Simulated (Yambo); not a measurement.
## How GW settings move the gap: Ba2ScTaO6

G0W0@PBEsol for Ba2ScTaO6 (space group Fm-3m, No. 225) in Yambo. Reference settings: 2×2×2 Γ-centred k mesh, bands 3 to 220 and a 7 Ry block in the screening, 220 bands in G with the Bruneval-Gonze terminator, plasmon pole fitted at 27.2 eV. The PBEsol gap Γ → Γ on this mesh is 3.03 eV; G0W0 gaps are taken between the same points.

```
change from the reference       G0W0 gap Γ → Γ (eV)  shift of the valence edge (eV)        rough Yambo cost
------------------------------  -------------------  ------------------------------  ----------------------
reference settings                             4.81                           -0.47                       1
94 bands in W, 94 bands in G                   5.01                           -0.25               about 1/2
148 bands in W, 148 bands in G                 4.87                           -0.39  within a factor of two
94 bands in G                                  4.85                           -0.42                       –
148 bands in G                                 4.82                           -0.46                       –
112 bands in W                                 4.93                           -0.34  within a factor of two
3 Ry block                                     4.94                           -0.47  within a factor of two
1 Ry block                                     5.88                           -0.99  within a factor of two
6 Ry block                                     4.80                           -0.45  within a factor of two
pole fitted at 15 eV                           4.81                           -0.41                       –
no random integration                          4.74                           -0.21                       –
94 bands in G, no terminator                   4.95                            0.30                       –
148 bands in G, no terminator                  4.89                           -0.05                       –
no terminator                                  4.85                           -0.24                       –
```

The reference isn't shown to be the converged limit. Costs are rough (shared machines), scaled to the same edge states, and given only for runs that recompute the screening.

Without spin-orbit coupling, band edges of such heavy elements can be off by tenths of an eV.

Geometry of the Materials Project entry, not relaxed at this level; primitive cell a = b = c = 5.879 Å, α = β = γ = 60.00°.

The structure is a Materials Project entry; no match was found in the copy of COD used, and its stability was not checked.

A shift is the quasiparticle energy of the state minus its PBEsol energy.
